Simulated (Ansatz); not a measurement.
Which functional gives which lattice for TiTe2?

Starting cell:

Space group P-3m1 (No. 164). a = 3.762 Å, b = 3.762 Å, c = 6.549 Å, α = 90.00°, β = 90.00°, γ = 120.00°
```csv
atom,site,symmetry,x,y,z
Ti,1a,-3m.,0.0000,0.0000,0.0000
Te,2d,3m.,0.3333,0.6667,0.2623
```

Ansatz, plane waves and PAW, scalar-relativistic (no spin–orbit coupling), 8×8×4 k-mesh. No spin polarisation. In the setting of the table the starting cell (space group P-3m1) has 3.762 × 3.762 × 6.549 Å, angles 90.0 / 90.0 / 120.0°. Each functional was followed to zero pressure with shape and atoms relaxed, then fitted over four more volumes within ±4 % of it.

Q: What cell, stiffness and gap does each give?

A: 
```json
{"functional": "BLYP + D3(BJ)", "V0 (Å³/atom)": "25.45", "cell": "3.748 × 3.748 × 6.282 Å, angles 90.0 / 90.0 / 120.0°", "B0 (GPa)": "45", "B′ from the pressures": "5.3", "gap on the mesh": "zero (metallic on this mesh)", "cutoff (eV)": "420"}
{"functional": "r2SCAN + rVV10", "V0 (Å³/atom)": "27.19", "cell": "3.794 × 3.794 × 6.535 Å, angles 90.0 / 90.0 / 120.0°", "B0 (GPa)": "32", "B′ from the pressures": "–", "gap on the mesh": "zero (metallic on this mesh)", "cutoff (eV)": "500"}
{"functional": "rPW86-PBE + rVV10", "V0 (Å³/atom)": "27.97", "cell": "3.836 × 3.836 × 6.571 Å, angles 90.0 / 90.0 / 120.0°", "B0 (GPa)": "34", "B′ from the pressures": "6.8", "gap on the mesh": "zero (metallic on this mesh)", "cutoff (eV)": "420"}
{"functional": "r2SCAN + D3(BJ)-ATM", "V0 (Å³/atom)": "27.19", "cell": "3.793 × 3.793 × 6.544 Å, angles 90.0 / 90.0 / 120.0°", "B0 (GPa)": "31", "B′ from the pressures": "–", "gap on the mesh": "zero (metallic on this mesh)", "cutoff (eV)": "500"}
{"functional": "PBE + D3(BJ)", "V0 (Å³/atom)": "25.16", "cell": "3.703 × 3.703 × 6.354 Å, angles 90.0 / 90.0 / 120.0°", "B0 (GPa)": "41", "B′ from the pressures": "7.3", "gap on the mesh": "zero (metallic on this mesh)", "cutoff (eV)": "420"}
```

The volumes span 11.2 %, from PBE + D3(BJ) to rPW86-PBE + rVV10. The stiffness doesn't follow the volume steadily: stiffest BLYP + D3(BJ) (45 GPa at 25.45 Å³/atom), softest r2SCAN + D3(BJ)-ATM (31 GPa at 27.19 Å³/atom), yet BLYP + D3(BJ) is stiffer than PBE + D3(BJ) in a larger cell (45 against 41 GPa). B′ is left blank where a third-order fit to these five points leaves it in doubt.

Points behind the fit for PBE + D3(BJ):

```json
{"V (Å³/atom)": "24.150", "E − Emin (meV/atom)": "5.88", "P (GPa)": "1.98"}
{"V (Å³/atom)": "24.653", "E − Emin (meV/atom)": "1.41", "P (GPa)": "0.92"}
{"V (Å³/atom)": "25.157", "E − Emin (meV/atom)": "0.00", "P (GPa)": "0.02"}
{"V (Å³/atom)": "25.660", "E − Emin (meV/atom)": "1.20", "P (GPa)": "-0.76"}
{"V (Å³/atom)": "26.163", "E − Emin (meV/atom)": "4.60", "P (GPa)": "-1.40"}
```
